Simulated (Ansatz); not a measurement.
What DFT gives for CsLuAu₂

```
CELL_PARAMETERS angstrom
3.93930 0.00000 0.00000
-1.96965 3.41153 0.00000
0.00000 -2.27435 7.50895
ATOMIC_POSITIONS crystal
Au 0.23179 0.46358 0.69537
Au 0.76821 0.53642 0.30463
Lu 0.50000 0.00000 0.50000
Cs 0.00000 0.00000 0.00000
```

The numbers come from plane-wave PAW DFT (Ansatz): PBE, no spin polarisation, 420 eV, 8×8×8 Γ-centred k points, fermi-dirac occupations (width 0.0103 eV). Nothing was relaxed.

Formation energy: -0.10 eV an atom against the elements' usual phases (free molecules for gases, crystals otherwise, with no correction for O₂ or N₂), so it is bound against them; other compounds may still compete. Relaxing would lower it.
Stress: The pressure is 15.3 GPa (compression positive), so with the atoms held at these fractions the cell would first expand. The principal stresses 14.4, 14.4, 17.1 GPa differ, so its shape would change too.
Contacts: Au–Lu at 2.71 Å: least valence density 0.36 e/Å³ and ELF 0.20 there. Cs–Au at 3.23 Å: least valence density 0.17 e/Å³ and ELF 0.13 there. Both are smooth PAW fields, read partly inside the augmentation spheres.
Forces: The largest is on Au1 (and as large on other atoms): 0.72 eV/Å, components (0.00, 0.00, 0.72). It makes 123° with the line to a nearest neighbour, Lu3 at 2.71 Å.
At the Fermi level: It is a metal, with about 2.7 states/eV a cell as the mean within 0.25 eV of the Fermi level.

Origin: a known structure type with other elements, at an estimated volume, so it need not be a known compound. Caveats: atoms or cell far from equilibrium.
